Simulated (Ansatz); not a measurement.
A: C (diamond), a = 3.560 Å, b = 3.560 Å, c = 3.560 Å, α = 90.00°, β = 90.00°, γ = 90.00°
B: LaBi (rock salt), a = 6.6623 Å, b = 6.6623 Å, c = 6.6623 Å, α = 90.00°, β = 90.00°, γ = 90.00°
C: Nb3Au (A15, Cr3Si type), a = b = c = 5.216 Å, α = β = γ = 90.00°
D: CsHgCl$_{3}$ (cubic perovskite), a = 5.3251 Å, b = 5.3251 Å, c = 5.3251 Å, α = 90.00°, β = 90.00°, γ = 90.00°
E: Ga2Pt (fluorite type, space group Fm-3m), a = 5.9349 Å, b = 5.9349 Å, c = 5.9349 Å, α = 90.00°, β = 90.00°, γ = 90.00°

Scan: energy against volume (even scaling of the relaxed cell, symmetry kept). All come from one method, each on a k mesh of its own. All were relaxed with their symmetry unable to fall. At this level the bands of CsHgCl3 touch or barely overlap. Ga2Pt is run without spin polarisation. LaBi is run without spin polarisation. Nb3Au is run without spin polarisation. Spin-orbit coupling is left out. This is a high-temperature form of Ga2Pt.

Task: Order them by bulk modulus (fitted) (lowest first) at the level r2SCAN (plane waves to 500 eV, PAW, scalar-relativistic; Ansatz, an electronic-structure program).

Result: D (33.9 GPa), B (50.7 GPa), E (134 GPa), C (192 GPa), A (451 GPa)

(Under strain, the slope of the energy per volume gives the stress and its curvature an elastic modulus.)
